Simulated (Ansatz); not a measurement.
CoMo (L1₀ or tetragonal B2, P4/mmm) under volume change, PBEsol in the plane-wave PAW code Ansatz, shape and atoms relaxed at each volume.

| V (Å³/atom) | E − E(relaxed) (meV/atom) | P (GPa) |
|---|---|---|
| 11.362 | 105.3 | 32.67 |
| 11.736 | 44.2 | 19.97 |
| 12.111 | 10.4 | 9.18 |
| 12.486 | 0.0 | 0.00 |
| 12.860 | 9.4 | -7.82 |
| 13.235 | ___ | ___ |
| 13.609 | ___ | ___ |

Question: What belongs in the gaps?

Answer: 
- 13.609, E − E(relaxed) (meV/atom): 76.3
- 13.609, P (GPa): -20.12
- 13.235, E − E(relaxed) (meV/atom): 35.7
- 13.235, P (GPa): -14.47

Question: What does a third-order Birch–Murnaghan fit give for V₀, B₀ and B′?

Answer: V₀ = 12.49 Å³/atom, B₀ = 282 GPa, B′ = 4.4.

The start of the workflow was typed in or built on a structure type; neither database checked (COD, Materials Project) lists it. Its standing as an ambient phase is unchecked. Symmetry was held in the PBEsol relaxation; its stability against distortions is not shown here. The workflow began spin-polarised and lost its moments. Spin–orbit coupling is left out wherever it is not named.

Potentials: the later of the program's two PAW sets.
